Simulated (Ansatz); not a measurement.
Co:
```yaml
crystal:
  lattice:
    - [2.45593, 0.00000, 0.00000]
    - [-1.22797, 2.12690, 0.00000]
    - [0.00000, 0.00000, 3.96777]
  atoms:
    - { symbol: Co, position: [0.66667, 0.33333, 0.25000] }
    - { symbol: Co, position: [0.33333, 0.66667, 0.75000] }
```
The run is spin-polarised; directions of the spins, atom by atom: ↑ ↑.

Relaxed with PBEsol (plane waves, PAW; program Ansatz). Indices refer to the conventional cell of P6_3/mmc, a = 2.4559 Å, b = 2.4559 Å, c = 3.9678 Å, α = 90.00°, β = 90.00°, γ = 120.00°.

Question: Simulate the powder diffraction pattern (Cu Kα, λ = 1.54184 Å; lines above 1 %) up to 2θ = 90°.

Answer: Simulated powder pattern, Cu Kα, λ = 1.54184 Å (kinematic, ideal powder, no thermal factors, no anomalous dispersion; the 30 strongest lines at most, above 1 %, up to 2θ = 90°):

```csv
2θ (°),d (Å),I/Imax (%),hkl
42.50,2.127,25,(1 0 -1 0)
45.73,1.984,27,(0002)
48.57,1.875,100,(1 0 -1 1)
64.20,1.451,13,(1 0 -1 2)
77.78,1.228,14,(1 1 -2 0)
86.69,1.123,16,(1 0 -1 3)
```

The cell was relaxed with PBEsol under the symmetry of its start. Spin order of the final state: ferromagnetic, chosen from 5 collinear starts compared on coarse meshes (ties went to the first, and starts can fall back to one state), not a proven ground state. Textbook magnetic order: ferromagnetic. Axis ratios of metals converge slowly with the k-mesh, so a and c are less sure than the volume.

Potentials: the earlier of the program's two PAW sets. The files were generated under PBE; for other functionals the program regenerates the frozen cores, and for LDA and PBEsol the local potential too.
